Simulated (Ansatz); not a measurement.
Relaxed-ion elastic tensor of Rh (fcc (Cu type), Fm-3m) in GPa (Voigt order), PBE+D3(BJ) (plane waves, PAW; program Ansatz); density 12.52 g/cm³, 13.65 Å³ per atom.

```
448  198  198  0.0  0.0  0.0
198  448  198  0.0  0.0  0.0
198  198  448  0.0  0.0  0.0
0.0  0.0  0.0  205  0.0  0.0
0.0  0.0  0.0  0.0  205  0.0
0.0  0.0  0.0  0.0  0.0  205
```

Problem. Is the crystal mechanically stable?

Solution. Yes: the smallest eigenvalue of C is 205 GPa.

Problem. Work out the Voigt, Reuss and Hill averages.

Solution. K_V = 281, K_R = 281, K_H = 281; G_V = 173, G_R = 163, G_H = 168 GPa.

Problem. Give Young's modulus, Poisson's ratio, Pugh's ratio and the universal anisotropy index.

Solution. E = 9KG/(3K + G) = 421 GPa; ν = 0.25; K/G = 1.67 (near the Pugh limit of 1.75, no verdict); A_U = 5G_V/G_R + K_V/K_R − 6 = 0.30.

Problem. Estimate the sound speeds and the Debye temperature.

Solution. v_l = √((K + 4G/3)/ρ) = 6350 m/s, v_t = √(G/ρ) = 3660 m/s, mean 4070 m/s; Θ = (h/k)(3n/4πV)^(1/3) v_m = 507 K.

Problem. Give the Zener ratio and Young's modulus along [100], [110] and [111].

Solution. A = 2C44/(C11 − C12) = 1.64; 1/E = S11 − 2(S11 − S12 − S44/2)Γ with Γ = 0, 1/4, 1/3 gives 327, 438, 495 GPa.

Problem. Solve the Christoffel equation for the three sound speeds along [100], [110], [111].

Solution. Eigenvalues of C_ijkl n_j n_l equal ρv². In km/s, slowest first: [100] 4.05, 4.05, 5.98; [110] 3.16, 4.05, 6.49; [111] 3.48, 3.48, 6.66.

The PBE+D3(BJ) relaxation kept the symmetry of its start. The run is not spin-polarised. The pairwise dispersion correction was not fitted to metals. As this level gives no gap, shear constants depend on the k-mesh and smearing (Fermi–Dirac, 0.1 eV here). On the denser mesh and wider smearing of the elastic run this cell carries a stress of 0.4 GPa.

Potentials: the earlier of the program's two PAW sets.
